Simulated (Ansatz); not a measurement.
Level of theory: Ansatz, DFT PBE, scalar-relativistic, plane waves, PAW. Settings: cutoff 420 eV, Γ-centred meshes spaced at most about 0.3 Å⁻¹, and about 0.25 Å⁻¹ or finer for metals (2π included), Gaussian smearing. No spin polarisation in the final relaxations.

These are static total energies at zero pressure.

Two relaxed structures of ZnCd2S3:

A.

```
CELL_PARAMETERS angstrom
4.85459 0.00000 0.00000
0.00000 4.85459 0.00000
0.00000 0.00000 6.45830
ATOMIC_POSITIONS crystal
Zn 0.00000 0.00000 0.87157
Cd 0.00000 0.50000 0.31963
Cd 0.50000 0.00000 0.31963
S 0.00000 0.50000 0.94538
S 0.50000 0.00000 0.94538
S 0.00000 0.00000 0.49314
```

B.

```
CELL_PARAMETERS angstrom
4.76560 0.00000 0.00000
0.00000 4.76560 0.00000
0.00000 0.00000 6.19828
ATOMIC_POSITIONS crystal
Zn 0.50000 0.50000 0.50000
Cd 0.00000 0.50000 0.00000
Cd 0.50000 0.00000 0.00000
S 0.00000 0.50000 0.50000
S 0.50000 0.00000 0.50000
S 0.00000 0.00000 0.50000
```

Question: Which form is favoured at zero pressure, and by what margin per atom?

Answer: A is lower, by 260 meV/atom. A has space group P4mm (No. 99), 25.4 Å³/atom and no gap on its mesh; B has space group P4/mmm (No. 123), 23.5 Å³/atom and no gap. Counting S atoms around Cd and Zn (those within 1.25 times the shortest such distance or 1.15 times the sum of covalent radii, 1.27 where that leaves under three; a plus sign parts nearer from farther groups; the shortest distance is added where it exceeds 1.18 times the sum of covalent radii), A has Zn 5, Cd 1+2 and B has Zn 4, Cd 2 from 3.1 Å. B holds S–S nets (shortest 2.38 Å); in A the shortest S–S distance is 3.43 Å. The lower one is the more open, so pressure narrows the difference. In A, around Zn lie 5 S at 2.44–2.47 Å; Cd has 1 S at 2.42 Å and 2 S at 2.67 Å; around S on a site of symmetry 2mm lie 1 Cd at 2.42 Å and 2 Zn at 2.47 Å; 1 more site not described. In B, around Zn lie 4 S at 2.38 Å, 4 S at 3.37 Å and 8 Cd at 3.91 Å; Cd has 2 S at 3.10 Å, 4 Cd at 3.37 Å, 4 S at 3.91 Å and 4 Zn at 3.91 Å; around S on a site of symmetry mmm lie 2 S at 2.38 Å, 2 Zn at 2.38 Å and 2 Cd at 3.10 Å; 1 more site not described. Both come from invented guesses. A third cell relaxed alike, in I-4m2, lies 0.56 eV/atom below the lower of the two.

Cells relaxed within their symmetry can be saddle points.
